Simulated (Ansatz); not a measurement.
Te₂Mo:
```xyz
12
Lattice="6.3234 0.0000 0.0000 0.0000 3.4916 0.0000 -0.5934 0.0000 14.3047" Properties=species:S:1:pos:R:3 pbc="T T T"
Te     3.3664     2.6187     5.1001
Te     2.3636     0.8729     9.2045
Te     3.6226     0.8729     1.4524
Te     2.1074     2.6187    12.8523
Te     0.4910     2.6187     2.0535
Te     5.2390     0.8729    12.2512
Mo     1.7259     2.6187     7.2525
Mo     4.0041     0.8729     7.0521
Te     0.1589     0.8729     5.6986
Te     5.5711     2.6187     8.6061
Mo     1.1393     0.8729     0.1038
Mo     4.5907     2.6187    14.2008
```

Relaxed with r²SCAN+D4.

Task: Map the electron localisation function on the plane through (0.566, 0.750, 0.357) spanned by u = [1, 0, 0] and v = [0, 0, 1] in lattice vectors, from plane-wave PAW r²SCAN+D4 (Ansatz code).

Result: x is the fraction of u, y of v (the angle between them is 92°; rows are the nearest grid lines); atoms in the plane: Te at (0.00, 0.00), Te at (0.85, 0.54), Te at (0.53, 0.79), Mo at (0.75, 0.15), Te at (0.37, 0.25), Mo at (0.25, 0.64).
```
|   :+*#*=.   ..........:+##*+:   |
|++*#%@%#-.             .=#@%%#*++|
|%%@@@@#=.       ...     .=#@@@%%%|
|-::..    .:*%@@@@@@@@@#=.  ..:---|
|        :+#%%#*=::-=*#%%#-.      |
|.::::..:-*%#*+:    .-+*#*-.   ...|
|:----:::-+#%#*=-..:-+***+:.  ..::|
|----::-=++=--=+****#**=-:.   ..:-|
|::.:+%%#+*%%*-:-=++==-=====-----:|
|%%+--*%@@@%*-.:-----=*##**++++*#%|
|#@#=::-+*+-:..:::::-+*#*+-...:=*#|
|*##=:::--===--:.. .:+***=.    -+*|
|%*-.....:::::..    .=#@@@%%#%%%%%|
|..                  .:=*#####*+-.|
|                        ......   |
|     .:+#%@@@@@%#+:.      ....   |
|.   .=#%%##***##%%#=:...::--::...|
|....-+**+:  :  -+*##=:.::-----::.|
|...:=***+-.   .=*#%#-..:--::::::.|
|=====+#%##*+++*#%#=-=#%%%%@%*-:-=|
|=++==---::::...:::.:=#%%%%%#=::-=|
|****#*+-:.   ..:-==-::::---=+****|
|-==+*#*+-.  ..::-===-:::-+#%#*+=-|
|   :+*#*=.   ..........:+##*+:   |
```
Scale: ten equal steps from -0.026 (start of ' ') to 0.802 (end of '@'), in the order ' .:-=+*#%@'; x runs from 0.000 to 1.00, y from 0.000 (bottom) to 1.00 (top).

The density is the valence pseudo-density with augmentation charge, so density and ELF within about 1 Å of a nucleus are not all-electron values.

Space group P2_1/m. The workflow started from an entry of the Crystallography Open Database (COD), which files this formula under 2 space groups. It is not the phase usual at ambient conditions (space group No. 194). The r²SCAN+D4 relaxation kept the symmetry of its start; its stability against distortions is not shown here. The run is not spin-polarised. Scalar-relativistic: spin–orbit coupling is off unless named, which matters more the heavier the elements.

Potentials: the later of the program's two PAW sets.
